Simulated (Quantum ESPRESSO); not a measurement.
# Strain and stress in In2MgGeAs4

These are calculations, not measurements. They come from pw.x of Quantum ESPRESSO 7.5, a plane-wave density functional program, with PseudoDojo standard norm-conserving files (v0.5 for PBE, v0.4.1 for LDA and PBEsol). The cells are made up: elements, strain and atom displacements were drawn at random, and nothing was relaxed. There is no spin polarisation, spin-orbit coupling or dispersion term.

The cell has 8 sites of a zincblende or diamond lattice. Sites 1 to 4 hold In Mg In Ge; sites 5 to 8 hold As As As As. Cell vectors in Å: (6.060, 0.000, 0.000); (0.000, 6.060, 0.000); (0.000, 0.000, 6.049). Settings: PBE, cutoff 1143 eV, 6 x 6 x 6 k mesh shifted by half a step, Fermi-Dirac smearing of 0.1 eV.

Each run adds a strain along z to one cell, with the atoms carried along; the vectors above are those of run 4. Stress is positive in tension and P is minus a third of its trace. E is the free energy for each atom above the lowest run shown.

```
run  strain (%)  s_xx (GPa)  s_yy (GPa)  s_zz (GPa)  s_xy (GPa)  P (GPa)  E (meV/atom)
  1       -2.19       -1.04       -0.98       -2.07        0.36     1.36          4.80
  2       -1.90       -0.91       -0.85       -1.85        0.36     1.20          3.81
  3       -0.70       -0.39       -0.34       -0.95        0.34     0.56          0.87
  4       -0.18       -0.18       -0.13       -0.57        0.33     0.29          0.17
  5        1.23        0.35        0.40        0.44        0.31    -0.39          0.00
  7        1.83        0.55        0.60        0.86        0.29    -0.67          0.67
  6        1.51           ?           ?           ?           ?        ?             ?
```

A rerun of one of these cells at 1437 eV and k mesh 8 x 8 x 8 moved values by no more than 0.003 eV in the cell's energy, 0.02 GPa in stress and 0.007 eV/Å in force.

## Worked fit

A parabola through the six runs shown gives s_zz = -0.44 + 0.73 e - 0.009 e² GPa, with e in per cent and a scatter of 0.01 GPa. The slope is a stiffness of 73 ± 1 GPa for each unit of this strain at e = 0. The atoms are clamped, and relaxing them would in general lower it. The error is the larger of the fit's own and the change that a cubic makes, rounded up.

## Withheld run

Question: what s_zz should run 6 give?

The fit gives 0.64 GPa. The calculation gave 0.64 GPa.

```
run  strain (%)  s_xx (GPa)  s_yy (GPa)  s_zz (GPa)  s_xy (GPa)  P (GPa)  E (meV/atom)
  6        1.51        0.45        0.49        0.64        0.30    -0.52          0.25
```